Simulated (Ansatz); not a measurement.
According to the program Ansatz at the LDA level (PAW), NbP in the tetragonal phase (I4_1md; Nb on 4a, P on 4a) relaxes to a = 3.304 Å, c = 11.229 Å. P has 6 nearest neighbours from 2.51 Å (trigonal prismatic). Its formation energy from the elements is -1.12 eV/atom, with no fitted shifts.

Electronic character: no gap, with almost no states at the Fermi level (zero-gap or semimetallic).

The bulk modulus is 2080 kbar. The highest mode at Γ lies at 395 cm⁻¹.

The cell was relaxed with LDA under the symmetry of its start. No spin polarisation was allowed. A small band overlap can be real or an error of a semilocal functional. As this level gives no gap, phonon frequencies hold no LO–TO term and depend on the k-mesh and smearing (Fermi–Dirac, 0.1 eV here). The references are the lowest solids computed at this level, not always the standard phases. Spin–orbit coupling is left out wherever it is not named.

Potentials: the earlier of the program's two PAW sets. The files were generated under PBE; for other functionals the program regenerates the frozen cores, and for LDA and PBEsol the local potential too.
